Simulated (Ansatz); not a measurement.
Input and command of a calculation in Ansatz (plane waves; scalar-relativistic PAW potentials unless the input names others):

```yaml
crystal:
  lattice:
    - [3.3957417844, -3.3476749825, 0.0]
    - [3.3957417844, 3.3476749825, 0.0]
    - [0.0, 0.0, 3.2607476842]
  atoms:
    - { symbol: Fe, position: [0.5, 0.5, 0.5], spin: 2.47 }
    - { symbol: Bi, position: [0.0, 0.0, 0.0] }
    - { symbol: O, position: [0.3290538017, 0.3290538017, 0.0] }
    - { symbol: O, position: [0.6709461983, 0.6709461983, 0.0] }
    - { symbol: O, position: [0.2253069933, 0.7746930067, 0.5] }
    - { symbol: O, position: [0.7746930067, 0.2253069933, 0.5] }
basis:
  ecutwfc: 420
  xc_grid: 4
kpoints:
  mp_grid: { grid: [8, 8, 12] }
hamiltonian:
  xc: pbe
scf:
  occupations: { method: gaussian, width: 0.1 }
output:
  forces: true
  eigenvalues: true
  stress: true
magnetization:
  spin_polarized: true
```

```bash
ansatz run input.yaml --threads 4 --pin off --max-ram 12288MiB --backend cpu --events-out ev --progress --plain --runs-dir out
```

Abridged log:
```
Basis set: ecut = 420 eV, 1451 PW (Γ), exchange–correlation on 128×128×96 points (64 copies of the dense FFT grid, shifted against one another)
Bands: 35, of which v1, the nominal top of the filled ones, is band 28 counted from 1 (27 counted from 0)
Symmetry: 8 space group operations
k-points: 147 of 768
SCF iter   1: F=—  HF=-19142.558003 eV  |F-HF|=—  |Δ(HF+E_count)|=         —  Δρ=5.53e-2 (↑5.53e-2 ↓4.21e-2) dr2=6.21e0  dr2_m=2.11e-1  M=2.598 μB ∫|m|=2.702 μB  β_m=0.30  ethr=3.10e-3  ⟨swp⟩=5.8  Hψ=39069  notcnv=0
Mixer restart at iter 1: flushing history
spin=Collinear: Kerker preconditioning applied to the charge; magnetization (m = ρ↑ − ρ↓) channel mixes plain (no charge-response kernel on spin).
SCF iter   2: F=—  HF=-19142.857357 eV  |F-HF|=—  |Δ(HF+E_count)|=   2.99e-1  Δρ=3.23e-2 (↑3.23e-2 ↓2.46e-2) dr2=1.93e0  dr2_m=1.42e-1  M=2.686 μB ∫|m|=2.805 μB  β_m=0.42  ethr=3.10e-3  ⟨swp⟩=2.3  Hψ=21287  notcnv=0  defer=402
SCF iter   3: F=—  HF=-19142.722410 eV  |F-HF|=—  |Δ(HF+E_count)|=   1.35e-1  Δρ=1.51e-2 (↑1.51e-2 ↓1.47e-2) dr2=7.53e-1  dr2_m=2.58e-2  M=2.690 μB ∫|m|=2.814 μB  β_m=0.51  ethr=3.10e-3  ⟨swp⟩=2.0  Hψ=13304  notcnv=0  defer=445
SCF iter   4: F=—  HF=-19142.636426 eV  |F-HF|=—  |Δ(HF+E_count)|=   8.60e-2  Δρ=5.99e-3 (↑5.88e-3 ↓5.99e-3) dr2=8.29e-2  dr2_m=6.53e-4  M=2.744 μB ∫|m|=2.876 μB  β_m=0.70  ethr=1.37e-3  ⟨swp⟩=2.5  Hψ=17275  notcnv=0  defer=495
SCF iter   5: F=—  HF=-19142.666451 eV  |F-HF|=—  |Δ(HF+E_count)|=         —  Δρ=8.32e-3 (↑2.14e-3 ↓8.32e-3) dr2=5.61e-2  dr2_m=9.51e-3  M=2.803 μB ∫|m|=2.937 μB  β_m=0.70  ethr=1.51e-4  ⟨swp⟩=2.6  Hψ=18794  notcnv=0  defer=478
Mixer restart at iter 5: flushing history
SCF iter   6: F=—  HF=-19142.682259 eV  |F-HF|=—  |Δ(HF+E_count)|=   1.58e-2  Δρ=4.94e-3 (↑4.94e-3 ↓1.62e-3) dr2=1.32e-2  dr2_m=3.27e-3  M=2.815 μB ∫|m|=2.948 μB  β_m=0.66  ethr=1.02e-4  ⟨swp⟩=2.0  Hψ=20006  notcnv=0  defer=487
SCF iter   7: F=—  HF=-19142.681418 eV  |F-HF|=—  |Δ(HF+E_count)|=   8.41e-4  Δρ=2.95e-3 (↑6.92e-4 ↓2.95e-3) dr2=6.37e-3  dr2_m=1.55e-3  M=2.824 μB ∫|m|=2.957 μB  β_m=0.73  ethr=2.39e-5  ⟨swp⟩=2.0  Hψ=21427  notcnv=0  defer=500
SCF iter   8: F=—  HF=-19142.682572 eV  |F-HF|=—  |Δ(HF+E_count)|=   1.15e-3  Δρ=5.31e-4 (↑5.31e-4 ↓3.97e-4) dr2=4.14e-4  dr2_m=6.23e-5  M=2.826 μB ∫|m|=2.959 μB  β_m=0.79  ethr=1.16e-5  ⟨swp⟩=1.9  Hψ=12781  notcnv=0  defer=497
SCF iter   9: F=—  HF=-19142.682722 eV  |F-HF|=—  |Δ(HF+E_count)|=   1.50e-4  Δρ=3.51e-4 (↑3.51e-4 ↓2.42e-4) dr2=1.34e-4  dr2_m=3.55e-5  M=2.829 μB ∫|m|=2.963 μB  β_m=0.89  ethr=7.52e-7  ⟨swp⟩=2.0  Hψ=13798  notcnv=0  defer=499
SCF iter  10: F=—  HF=-19142.682807 eV  |F-HF|=—  |Δ(HF+E_count)|=   8.47e-5  Δρ=1.27e-4 (↑7.35e-5 ↓1.27e-4) dr2=2.64e-5  dr2_m=2.88e-6  M=2.831 μB ∫|m|=2.964 μB  β_m=0.94  ethr=2.44e-7  ⟨swp⟩=2.0  Hψ=14392  notcnv=0  defer=500
SCF iter  11: F=—  HF=-19142.682773 eV  |F-HF|=—  |Δ(HF+E_count)|=   3.34e-5  Δρ=4.89e-5 (↑4.89e-5 ↓4.48e-5) dr2=6.45e-6  dr2_m=5.43e-8  M=2.832 μB ∫|m|=2.965 μB  β_m=0.97  ethr=4.79e-8  ⟨swp⟩=2.0  Hψ=14371  notcnv=0  defer=501
SCF iter  12: F=—  HF=-19142.682774 eV  |F-HF|=—  |Δ(HF+E_count)|=   5.58e-7  Δρ=2.96e-5 (↑1.44e-5 ↓2.96e-5) dr2=6.29e-7  dr2_m=1.90e-7  M=2.831 μB ∫|m|=2.965 μB  β_m=0.99  ethr=1.17e-8  ⟨swp⟩=2.0  Hψ=14639  notcnv=0  defer=501
SCF iter  13: F=—  HF=-19142.682774 eV  |F-HF|=—  |Δ(HF+E_count)|=   3.40e-7  Δρ=2.03e-5 (↑4.56e-6 ↓2.03e-5) dr2=3.42e-7  dr2_m=5.58e-8  M=2.831 μB ∫|m|=2.965 μB  β_m=0.99  ethr=1.14e-9  ⟨swp⟩=2.0  Hψ=14891  notcnv=0  defer=501
SCF iter  14: F=—  HF=-19142.682774 eV  |F-HF|=—  |Δ(HF+E_count)|=   5.09e-8  Δρ=3.58e-6 (↑9.99e-7 ↓3.58e-6) dr2=1.06e-8  dr2_m=2.05e-9  M=2.831 μB ∫|m|=2.965 μB  β_m=1.00  ethr=6.22e-10  ⟨swp⟩=2.2  Hψ=15097  notcnv=0  defer=501
SCF iter  15: F=-19142.682774 eV  HF=-19142.682774 eV  |F-HF|=2.22e-10  |Δ(HF+E_count)|=   2.70e-9  Δρ=6.96e-7 (↑4.43e-7 ↓6.96e-7) dr2=7.87e-10  dr2_m=5.19e-11  M=2.831 μB ∫|m|=2.965 μB  ethr=1.93e-11  ⟨swp⟩=8.2  Hψ=38679  notcnv=0
SCF 1 converged in 15 iterations: F = -19142.682774 eV  dr2 = 7.87e-10
SCF converged after 15 iterations
Magnetization: 2.8311 μB (28.9156 up, 26.0844 down)
Absolute magnetization: 2.9753 μB (∫|ρ↑−ρ↓|, with the PAW one-centre terms)
Spin contamination: 0.1121 ħ² per cell (⟨S²⟩ above its minimum at these occupations)
Per-site moments (μB) at R_I (Å): [(2.21989196, 0.75865589), (0.00124823, 0.91624401), (0.05586670, 0.82561743), (0.05586670, 0.82561743), (0.07414015, 0.75865589), (0.07414015, 0.75865589)]
Free energy (F): -19142.682774 eV
Harris-Foulkes:  -19142.682774 eV  (|F-HF|=2.22e-10)
Internal energy: -19142.670454 eV  (E = F + TS)
E sigma→0 (E₀):  -19142.676614 eV
Entropy (-TS):   -0.012321 eV (-2.053 meV/atom)
Fermi energy:    9.540406 eV
--- Forces (eV/Å), atoms counted from 1 ---
  atom   1  Fe     0.00000000     0.00000000     0.00000000
  atom   2  Bi     0.00000000     0.00000000     0.00000000
  atom   3  O     -0.00413991     0.00000000     0.00000000
  atom   4  O      0.00413991     0.00000000     0.00000000
  atom   5  O      0.00000000     0.00081424     0.00000000
  atom   6  O      0.00000000    -0.00081424     0.00000000
--- Stress (GPa, compression-positive) ---
       -0.013705       0.000000       0.000000
        0.000000       0.043106       0.000000
        0.000000       0.000000      -0.024514
  P = ⅓ Tr σ = 0.0016 GPa (0.016 kbar)
```

Apart from outputs, empty bands and the relaxation, which only the reference makes, the input differs from a reference run on usual settings in basis.xc_grid: not typed → 4. The reference, at the same geometry, ended its own course with pressure 0.00 GPa, largest force 0.004 eV/Å, no gap on the mesh. This run converged in 15 SCF iterations with an energy at zero smearing 0.01 meV/atom below the reference's, pressure 0.00 GPa, largest force 0.004 eV/Å, no gap on the mesh.

Moments start parallel, and another magnetic order may lie lower. No Hubbard U is used, which oxides and halides of open 3d shells often need for their gap.

It took 9.7 s on 4 threads of Intel(R) Xeon(R) 6975P-C (Granite Rapids) (shared host), peak memory 0.89 GiB.